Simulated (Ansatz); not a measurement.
CdTe:
```
CdTe
1.0
    4.33685     0.00000     0.00000
    0.00000     4.33685     0.00000
    0.00000     0.00000     7.86417
Cd Te
2 2
Direct
  0.00000   0.50000   0.00000
  0.50000   0.00000   0.50000
  0.00000   0.00000   0.25000
  0.00000   0.00000   0.75000
```

Relaxed with HSE06. Special points in fractions of this cell's reciprocal vectors: Γ (0.000, 0.000, 0.000); X (0.000, 0.500, 0.000); M (0.500, 0.500, 0.000); Z (0.000, 0.000, 0.500); R (0.000, 0.500, 0.500); A (0.500, 0.500, 0.500).

Problem. List the band energies nearest the Fermi level at these points for HSE06 in the plane-wave PAW code Ansatz.

Solution. In eV from the Fermi level; about four levels below and three above (degenerate sets whole), none deeper than 8.9 eV; points with the same levels are listed once.

```
k                          below                above
-  -----------------------------  -------------------
Γ        -1.49 -0.59 -0.59 -0.45  2.76 3.63 4.39 4.39
X        -1.75 -0.60 -0.40 -0.24       1.65 4.19 5.11
M  -4.88 -4.88 -4.45 -3.27 -3.27  0.26 0.66 1.55 1.55
Z        -1.87 -1.87 -1.18 -1.18  1.64 1.64 4.05 4.05
R        -3.51 -3.35 -1.64 -0.61       1.76 1.90 2.88
A        -3.48 -3.48 -2.50 -2.50  1.33 1.33 2.49 2.49
```

Space group P4_2/mmc. A made-up cell: these elements were put on the sites of a structure type; neither database checked (COD, Materials Project) lists it. It is not the phase usual at ambient conditions (space group No. 216). The cell was relaxed with HSE06 under the symmetry of its start; whether a distortion lowers the energy is not shown. The hybrid run found no gap, on a coarse k-mesh. Scalar-relativistic: spin–orbit coupling is off unless named, which matters more the heavier the elements.

Potentials: the later of the program's two PAW sets.
